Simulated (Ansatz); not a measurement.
MoS2 in space group R-3m (No. 166; Mo on 3a, S on 6c) under volume change, r²SCAN+D4 in the plane-wave PAW code Ansatz, shape and atoms relaxed at each volume.

```
V (Å³/atom)  E − E(relaxed) (meV/atom)  P (GPa)
-----------  -------------------------  -------
16.415                            24.4     5.66
16.956                             9.6     3.20
17.498                             2.1     1.28
18.039                             0.0     0.00
18.580                             1.7    -0.97
19.121                             6.1    -1.59
19.662                            12.0    -1.86
```

What does a third-order Birch–Murnaghan fit give for V₀, B₀ and B′?

V₀ = 18.02 Å³/atom, B₀ = 37.4 GPa, B′ = 11.2.

The first step of the workflow began from a Materials Project structure, measured or hypothetical; the Crystallography Open Database files this formula in space group No. 166, but the cells were not matched. It is not the phase usual at ambient conditions (space group No. 160, 194). Symmetry was held in the r²SCAN+D4 relaxation; its stability against distortions is not shown here. No spin polarisation was allowed.

Potentials: the later of the program's two PAW sets.
